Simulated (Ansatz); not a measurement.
Zincblende CuI, relaxed with r2SCAN, was run in the PAW code Ansatz under altered settings. All numbers are computed, without spin polarisation but where a row says otherwise.

```xyz
2
Lattice="0.0000 3.0120 3.0120 3.0120 0.0000 3.0120 3.0120 3.0120 0.0000" Properties=species:S:1:pos:R:3 pbc="T T T"
Cu    0.0000    0.0000    0.0000
I     1.5060    1.5060    1.5060
```

The base run's other keys:
```yaml
kpoints:
  mp_grid: { grid: [4, 4, 4] }
hamiltonian:
  xc: hse06
scf:
  occupations: { method: fixed }
  n_extra_bands: 4
```

It takes 13 iterations with 1067 plane waves at 420 eV and 8 k points, and leaves a mean stress of +1.63 GPa. The gap over this mesh is 2.684 eV. It ran on 4 threads of Arm Neoverse N1, with other jobs on the host.

Outcomes, with energy and stress as changes against the base:

| setting | outcome | ΔF (meV/atom) | Δ mean stress (GPa) | gap on the mesh (eV) | iterations | wall time |
| --- | --- | --- | --- | --- | --- | --- |
| hamiltonian.xc: cam_b3lyp | converged | – | +1.0 | 5.472 | 19 | 17 s |
| scf.exx.ecutfock_ratio: 2 | converged | +0.6 | 0.0 | 2.684 | 13 | 12 s |
| PBE hybrid, exx coeff 0.15, unscreened | converged | – | -0.2 | 2.485 | 13 | 12 s |
| hamiltonian.xc: hiss | refused | – | – | – | – | 2.2 s |
| PBE hybrid, exx coeff 1.5, omega 0.3 1/Å | refused | – | – | – | – | 0.04 s |
| basis.ecutrho_ratio: 8 | converged | 0.0 | 0.0 | 2.684 | 13 | 15 s |

A dash marks a value that wasn't obtained or can't be compared. Stress is positive in compression. The base took 13 s.

- hamiltonian.xc: cam_b3lyp. The mean stress moves by +1.0 GPa and the gap on the mesh by +2.788 eV (to 5.472). It's another functional on the same cell, so totals aren't comparable.
- PBE hybrid, exx coeff 0.15, unscreened. That is 15 % exact exchange, at all ranges, against HSE06's 25 % screened at 0.208 1/Å. The mean stress moves by -0.2 GPa and the gap on the mesh by -0.199 eV (to 2.485). Totals of different functionals aren't comparable.
- hamiltonian.xc: hiss. The input is refused before any iteration. Error: inconsistent input (scf.exx.singularity, hamiltonian.xc): left to auto with a screened hybrid — auto would keep the own limit of the kernel of several ranges that all end (none), and with it the interaction's periodic images, which move energies and levels by what the mesh and the cell leave; type `singularity […]
- PBE hybrid, exx coeff 1.5, omega 0.3 1/Å. The input is refused before any iteration. Error: invalid value for `hamiltonian.xc.exx.coeff`: must be finite and in (0, 1]; got 1.5

Within 1 meV an atom, 0.1 GPa and 0.005 eV of the base stay: scf.exx.ecutfock_ratio: 2; basis.ecutrho_ratio: 8.

Spin-orbit coupling is left out, which matters wherever the heavy atoms make up the band edges.

The stress of a hybrid is loosely converged in these runs.

The meshes of the hybrids are coarse, so their gaps aren't converged to the digits shown.
